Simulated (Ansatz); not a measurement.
Ge under strain: Quadrupolar parameters

The cell is a structure deposited in the COD, relaxed with PBE at fixed cell and then changed (z stretched by 2 %, ions relaxed).

```cif
data_structure
_symmetry_space_group_name_H-M 'P 1'
_symmetry_Int_Tables_number 1
_cell_length_a 4.0406
_cell_length_b 4.0406
_cell_length_c 4.0004
_cell_angle_alpha 60.329
_cell_angle_beta 60.329
_cell_angle_gamma 59.343
_cell_volume 46.17
loop_
_atom_site_label
_atom_site_type_symbol
_atom_site_fract_x
_atom_site_fract_y
_atom_site_fract_z
_atom_site_occupancy
Ge1 Ge 0.00000 0.00000 0.00000 1
Ge2 Ge 0.25000 0.25000 0.25000 1
```

Atom numbers follow the list; atoms alike are taken as one site, whose name carries the number of the first.

The numbers come from a DFT calculation in Ansatz (PBE, plane waves and PAW, scalar-relativistic, 420 eV cutoff, Γ-centred 14×14×14 k-points, Fermi–Dirac smearing 0.05 eV).

V_zz is the principal component of the electric field gradient with the largest magnitude, η = (V_xx − V_yy)/V_zz and C_Q = eQV_zz/h.

⁷³Ge: I = 9/2, Q = -196.0 mb. Nuclear quadrupole moments: year-2017 set (Pyykkö).

**Question.** What field gradients does the calculation give at each kind of site?

**Answer.** 

```json
{"site": "Ge", "atoms (order as listed)": "1, 2", "first shell": "4 Ge at 2.47 Å", "V_xx, V_yy, V_zz (10²¹ V/m²)": "0.039, 0.039, -0.078", "η": "0.00", "C_Q (MHz)": "0.369"}
```

An axis of threefold or higher order runs through Ge, so V_zz lies along it and η is zero.

With no gap above 0.1 eV, as in a metal, the gradients converge slowly in k; expect changes of a tenth or more on a denser mesh. Semilocal functionals make gaps too small and can close them, so the real compound need not be a metal.

The relaxation (1 step) took 9.4 s of wall time (9.4 s of CPU time) and 0.56 GiB at its peak, on 1 thread of Intel Xeon 6975P-C (Granite Rapids) (x86_64; 16 cores open to the job, memory cap 3.0 GiB, no GPU), a shared host with a load of 0.6 a core.
